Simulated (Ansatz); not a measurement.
CdS:
Space group P6₃mc (No. 186); a = 4.073 Å, b = 4.073 Å, c = 6.639 Å, α = 90.00°, β = 90.00°, γ = 120.00°

| atom | site | symmetry | x | y | z |
|---|---|---|---|---|---|
| Cd | 2b | 3m. | 0.6667 | 0.3333 | 0.0006 |
| S | 2b | 3m. | 0.3333 | 0.6667 | 0.1246 |

Relaxed with LDA.

Task: Give the optical modes at the zone centre with their infrared and Raman activity from DFPT, LDA (plane waves, PAW; program Ansatz).

Result: Transverse frequencies, without the LO–TO term; a row sums one degenerate level.

| ω (cm⁻¹) | degeneracy | IR ((D/Å)²/amu) | Raman (Å⁴/amu) | activity | symmetry |
|---|---|---|---|---|---|
| 42 | 2 | 0.00 | 0.52 | Raman | E2 |
| 137 | 1 | 0.00 | 0 | silent | B1 |
| 241 | 1 | 8.74 | 14 | IR+Raman | A1 |
| 248 | 2 | 15.77 | 8.6 | IR+Raman | E1 |
| 261 | 2 | 0.00 | 7.1 | Raman | E2 |
| 307 | 1 | 0.00 | 0 | silent | B1 |

Task: How high does the top mode go among those that the LO–TO term moves?

Result: 298 cm⁻¹ for q along x, 298 cm⁻¹ for q along y, 296 cm⁻¹ for q along z.

Space group P6_3mc (wurtzite). The LDA relaxation kept the symmetry of its start; phonons on a q-mesh show no instability.

Potentials: the later of the program's two PAW sets.
